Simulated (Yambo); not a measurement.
Yambo input for AlN (zinc blende, space group F-43m, No. 216) (a = b = c = 3.064 Å, α = β = γ = 60.00°), on LDA (Quantum ESPRESSO, PseudoDojo norm-conserving, 84 Ry, without SOC) wavefunctions on a 16×16×16 mesh:

```
optics
chi
dipoles
kernel
FFTGvecs= 40 Ry
Chimod= "HARTREE"
NGsBlkXd= 4 Ry
% QpntsRXd
 1 | 1 |
%
% BndsRnXd
 1 | 15 |
%
GrFnTpXd= "R"
% EnRngeXd
 0.0 | 20.0 | eV
%
% DmRngeXd
 0.2 | 0.2 | eV
%
CGrdSpXd= 50
ETStpsXd= 161
% LongDrXd
 1.0 | 0.0 | 0.0 |
%
```

First lines of the file o-*.eps_q1_inv_rpa_dyson:

```
Absorption @ Q(1):   1.00000000     0.00000000     0.00000000    [q->0 direction]
#
# [ X ] Hartree size     :  27
# [GEN] GF Energies     : Slater exchange(X)+Perdew & Wang(C)
# [GEN] Green`s Function     : Retarded
#
# [GEN] Gauge     : Length
# [GEN] [r,Vnl] included     : yes
#
#    E[1] [eV]     Im(eps)     Re(eps)     Im(eps_o)     Re(eps_o)
#
     0.000000     -0.11887E-15     4.376257     0.14245E-17     4.697653
     0.125000     0.002418     4.377010     0.002708     4.698497
     0.250000     0.004844     4.379271     0.005426     4.701030
     0.375000     0.007289     4.383049     0.008164     4.705262
     0.500000     0.009762     4.388359     0.010934     4.711208
     0.625000     0.012271     4.395219     0.013745     4.718893
     0.750000     0.014828     4.403657     0.016610     4.728344
     0.875000     0.017444     4.413705     0.019540     4.739599
     1.000000     0.020129     4.425402     0.022548     4.752702
     1.125000     0.022896     4.438795     0.025648     4.767704
     1.250000     0.025758     4.453939     0.028855     4.784669
     1.375000     0.028730     4.470897     0.032185     4.803666
     1.500000     0.031829     4.489743     0.035658     4.824778
     1.625000     0.035073     4.510559     0.039292     4.848098
     1.750000     0.038482     4.533442     0.043112     4.873733
     1.875000     0.042080     4.558499     0.047144     4.901806
     2.000000     0.045893     4.585855     0.051416     4.932454
     2.125000     0.049952     4.615652     0.055965     4.965838
     2.250000     0.054294     4.648051     0.060829     5.002137
     2.375000     0.058960     4.683238     0.066057     5.041560
     2.500000     0.064000     4.721426     0.071703     5.084345
     2.625000     0.069476     4.762862     0.077835     5.130768
     2.750000     0.075460     4.807830     0.084535     5.181147
     2.875000     0.082042     4.856667     0.091901     5.235857
     3.000000     0.089335     4.909764     0.100059     5.295335
     3.125000     0.097481     4.967590     0.109166     5.360103
     3.250000     0.106666     5.030707     0.119425     5.430785
     3.375000     0.117136     5.099795     0.131107     5.508136
     3.500000     0.129226     5.175695     0.144577     5.593090
     3.625000     0.143412     5.259461     0.160351     5.686807
     3.750000     0.160399     5.352436     0.179190     5.790769
     3.875000     0.181292     5.456363     0.202278     5.906892
     4.000000     0.207964     5.573523     0.231607     6.037671
```
(The file goes on to the top of the energy range.) Convergence of the RPA response with its 16×16×16 mesh was not tested.

Geometry relaxed with LDA.

This is not the ordinary phase of the substance; no match was found in the copy of COD used, and its stability was not checked.
